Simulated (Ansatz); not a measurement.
Data:

TaAg:
```xyz
4
Lattice="1.3388 -5.6564 0.0000 1.3388 5.6564 0.0000 0.0000 0.0000 4.5008" Properties=species:S:1:pos:R:3 pbc="T T T"
Ta     1.3388    -2.0431     1.1252
Ag     1.3388    -4.9312     1.1252
Ta     1.3388     2.0431     3.3756
Ag     1.3388     4.9312     3.3756
```

This is the PBEsol-relaxed structure.

Problem. All from plane-wave PAW PBEsol (Ansatz code), unless another level is named. Give the density of states at the Fermi level.

Solution. 0.52 states/eV per atom (mean over ±0.08 eV).

Problem. Predict the formation energy from the elements (no fitted shifts).

Solution. 0.28 eV/atom.

Space group Cmcm. The start of the workflow was typed in or built on a structure type; neither database checked (COD, Materials Project) lists it. Its standing as an ambient phase is unchecked. The PBEsol relaxation kept the symmetry of its start; its stability against distortions is not shown here. The run is not spin-polarised. Its formation energy is positive at this level, so the cell may be metastable or incomplete. The references are the lowest solids computed at this level, not always the standard phases. Scalar-relativistic: spin–orbit coupling is off unless named, which matters more the heavier the elements.

Potentials: the later of the program's two PAW sets.
